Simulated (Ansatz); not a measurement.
AlNi:
```
CELL_PARAMETERS angstrom
      2.89321     0.00000     0.00000
      0.00000     2.89321     0.00000
      0.00000     0.00000     2.89321
ATOMIC_POSITIONS crystal
  Al 0.50000 0.50000 0.50000
  Ni 0.00000 0.00000 0.00000
```

Relaxed with PBE.

Problem. Decompose the optical modes at the zone centre into irreducible representations, and say which are infrared and Raman allowed.

Solution. Point group m-3m: Γ_opt = T1u. Infrared: T1u. Raman: none.

Problem. Assign frequencies (DFPT, PBE in the plane-wave PAW code Ansatz).

Solution. T1u 289 cm⁻¹.

Space group Pm-3m (CsCl type). The cell was relaxed with PBE under the symmetry of its start; phonons on a q-mesh show no instability. The run is not spin-polarised. As this level gives no gap, phonon frequencies hold no LO–TO term and depend on the k-mesh and smearing (Fermi–Dirac, 0.1 eV here).

Potentials: the later of the program's two PAW sets.
